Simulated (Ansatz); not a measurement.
TiSi2 in space group Fddd (No. 70; Ti on 8b, Si on 16f) at seven volumes, plane-wave PAW PBEsol (Ansatz code), shape and atoms relaxed at each. One row is withheld.

```csv
V (Å³/atom),P (GPa)
12.545,17.50
12.959,10.71
13.372,?
13.786,0.00
14.200,-4.20
14.613,-7.78
15.027,-10.81
```

### Question
Fit the shown pressures and predict the withheld one.

### Answer
Third-order Birch–Murnaghan: P = (3/2)B₀(x^(7/2) − x^(5/2))[1 + (3/4)(B′ − 4)(x − 1)] with x = (V₀/V)^(2/3). Least squares on the six rows gives V₀ = 13.786 Å³/atom, B₀ = 151.2 GPa, B′ = 4.33. At V = 13.372, x = 1.0205 and P = 4.93 GPa. The run itself gave 4.93 GPa.

The cell was relaxed with PBEsol under the symmetry of its start. The run is not spin-polarised.

Potentials: the earlier of the program's two PAW sets. The files were generated under PBE; for other functionals the program regenerates the frozen cores, and for LDA and PBEsol the local potential too.
